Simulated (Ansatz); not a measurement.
Relaxed Hf (hcp, Mg type):

```
CELL_PARAMETERS angstrom
      3.20412     0.00000     0.00000
     -1.60206     2.77485     0.00000
      0.00000     0.00000     5.06894
ATOMIC_POSITIONS crystal
  Hf 0.33333 0.66667 0.75000
  Hf 0.66667 0.33333 0.25000
```

Two-dimensional scan of atom 1 (Hf, nearest neighbour Hf at 3.138 Å; its periodic images, 3.2 Å or more away, move with it): u runs along (1.000, 0.000, 0.000), v along (0.000, 1.000, 0.000) (Cartesian). Cell and other atoms are fixed.

Level of theory: PBE (plane waves to 420 eV, PAW, scalar-relativistic; Ansatz, a first-principles code). k mesh 13×13×8 (Γ-centred), Fermi-Dirac smearing 0.05 eV. With partly filled bands, energies and forces of such displacements shift with the k mesh and the smearing. Fu and Fv are the components of the force on the atom. Hf is run without spin polarisation. Hf was relaxed with its symmetry unable to fall. Spin-orbit coupling is left out, though Hf is heavy. The PAW data are Ansatz's earlier set. The last digit holds for this mesh only.

Changes of Fv (eV/Å) from the point u = 0.000 Å, v = 0.000 Å when one coordinate moves alone (two changes are said to add if the coupling is within 5 % of the smaller one, nearly so within 20 %):

```json
[
 {"point": "u = 0.000 Å, v = -0.780 Å", "change": "0.301"},
 {"point": "u = 0.000 Å, v = -0.390 Å", "change": "0.553"},
 {"point": "u = -0.780 Å, v = 0.000 Å", "change": "0.520"},
 {"point": "u = -0.390 Å, v = 0.000 Å", "change": "0.101"},
 {"point": "u = 0.390 Å, v = 0.000 Å", "change": "0.101"},
 {"point": "u = 0.780 Å, v = 0.000 Å", "change": "0.520"},
 {"point": "u = 0.000 Å, v = 0.390 Å", "change": "-0.724"},
 {"point": "u = 0.000 Å, v = 0.780 Å", "change": "-1.536"}
]
```

### Question
What is the change at u = -0.780 Å, v = -0.780 Å, where both move, and how far is it from the sum?

### Answer
The sum of the single changes is 0.520 + (0.301) = 0.821; the calculation gives 0.265, so the coupling contributes -0.556 (over 20 % of the smaller single change, not additive).

### Question
Do the two effects add at u = 0.390 Å, v = -0.390 Å? Give the computed change.

### Answer
The sum of the single changes is 0.101 + (0.553) = 0.654; the calculation gives 0.543, so the coupling contributes -0.111 (over 20 % of the smaller single change, not additive).

### Question
Do the two effects add at u = 0.780 Å, v = -0.390 Å? Give the computed change.

### Answer
The sum of the single changes is 0.520 + (0.553) = 1.073; the calculation gives 0.910, so the coupling contributes -0.163 (over 20 % of the smaller single change, not additive).

(For displaced atoms, the force is minus the slope of the energy, and its curvature is a force constant, which sets phonon frequencies.)
